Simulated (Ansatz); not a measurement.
Cu Kα1 powder pattern (kinematic, no thermal factors).
2θ (°) (relative intensity): 10.67 (3), 18.76 (2), 21.43 (13), 21.63 (2), 28.63 (1), 28.78 (20), 38.05 (68), 42.42 (100), 43.66 (1), 44.08 (8), 54.90 (24), 59.27 (2), 59.61 (4), 62.51 (4), 63.16 (5), 67.81 (6), 71.75 (42), 72.64 (1), 80.49 (15), 81.37 (8), 85.36 (1), 87.90 (3), 88.48 (1)

The pattern is computed from a structure relaxed with DFT PBE, scalar-relativistic, plane waves, PAW (Ansatz). No spin polarisation. Its elements are Ge, Mo, W.

Give the structure.

Ge8MoW3.
Space group P4/mmm (No. 123). a = 4.726 Å, b = 4.726 Å, c = 8.286 Å, α = 90.00°, β = 90.00°, γ = 90.00°
```csv
atom,site,symmetry,x,y,z
Ge,2g,4mm,0.0000,0.0000,0.3372
Ge,4i,2mm.,0.0000,0.5000,0.8381
Ge,2h,4mm,0.5000,0.5000,0.3376
Mo,1a,4/mmm,0.0000,0.0000,0.0000
W,2e,mmm.,0.0000,0.5000,0.5000
W,1c,4/mmm,0.5000,0.5000,0.0000
```

A pattern alone doesn't exclude other cells with like lines; this is the one computed.

The structure comes from a generated guess; another structure or a mixture of phases may lie lower.
